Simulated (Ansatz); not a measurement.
This GaPt2F structure is the end of a relaxation. The cell was found from a structure generator's guess, not taken from experiment.

All numbers below come from Ansatz, DFT PBE, scalar-relativistic, plane waves, PAW. Cutoff 420 eV, Γ-centred mesh, Gaussian smearing, no spin polarisation.

```
Ga Pt F
1.0
     2.82766    0.00000    0.00000
    -1.41383    2.44882    0.00000
     0.00000    0.00000    8.93195
Ga Pt F
1 2 1
Direct
  0.00000 0.00000 0.00000
  0.00000 0.00000 0.26304
  0.00000 0.00000 0.73696
  0.00000 0.00000 0.50000
```

Formation energies are uncorrected and refer to the elements' standard structures at the same level (F₂ as a molecule).

(1) What space group does it have?

(2) How far does it lie from the elements in energy?

(3) Is it a metal?

Results:

(1) P6/mmm (No. 191). Conventional cell: a = 2.828 Å, c = 8.932 Å. Around Ga lie 2 Pt at 2.35 Å and 6 Ga at 2.83 Å; Pt has 1 F at 2.12 Å, 1 Ga at 2.35 Å and 6 Pt at 2.83 Å; around F lie 2 Pt at 2.12 Å.

(2) −0.40 eV/atom. It lies below the elements, which doesn't yet make it stable against other compounds or structures.

(3) Yes, bands cross the Fermi level on the 18×18×6 mesh.

The last run used an 18×18×6 mesh (in the run's order of axes) for its 4-atom cell and Gaussian smearing of 0.10 eV. Spin–orbit coupling, which can matter for Pt, is left out. A structure relaxed within its symmetry needn't be a true minimum.
